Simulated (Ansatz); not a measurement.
ScCl:
```cif
data_Cl2Sc2
_chemical_formula_sum 'Cl2 Sc2'
_space_group_name_H-M_alt 'P 1'
_space_group_IT_number 1
_cell_length_a 9.05101
_cell_length_b 9.05101
_cell_length_c 9.05101
_cell_angle_alpha 22.373
_cell_angle_beta 22.373
_cell_angle_gamma 22.373
loop_
_space_group_symop_operation_xyz
  'x, y, z'
loop_
_atom_site_label
_atom_site_type_symbol
_atom_site_fract_x
_atom_site_fract_y
_atom_site_fract_z
_atom_site_occupancy
Cl1 Cl 0.39227 0.39227 0.39227 1
Cl2 Cl 0.60773 0.60773 0.60773 1
Sc1 Sc 0.21477 0.21477 0.21477 1
Sc2 Sc 0.78523 0.78523 0.78523 1
```

Relaxed with r²SCAN+D4.

Q: Tabulate the valence density and the electron localisation function along the shortest Sc–Sc contact (3.25 Å), plane-wave PAW r²SCAN+D4 (Ansatz code).

A: 

```csv
distance from Sc (Å),density (e/Å³),ELF
0.33,6.56,0.46
0.49,4.70,0.71
0.65,2.50,0.75
0.81,1.02,0.55
0.98,0.39,0.21
1.14,0.20,0.10
1.30,0.15,0.16
1.46,0.14,0.32
1.63,0.14,0.41
1.79,0.14,0.32
1.95,0.15,0.16
2.12,0.20,0.10
2.28,0.39,0.21
2.44,1.02,0.55
2.60,2.50,0.75
2.77,4.70,0.71
2.93,6.56,0.46
```

The density is the valence pseudo-density with augmentation charge, so density and ELF within about 1 Å of a nucleus are not all-electron values.

Space group R-3m. The workflow started from an entry of the Crystallography Open Database (COD). Whether it is the stable phase at ambient conditions was not checked. The cell was relaxed with r²SCAN+D4 under the symmetry of its start; its stability against distortions is not shown here. No spin polarisation was allowed.

Potentials: the later of the program's two PAW sets.
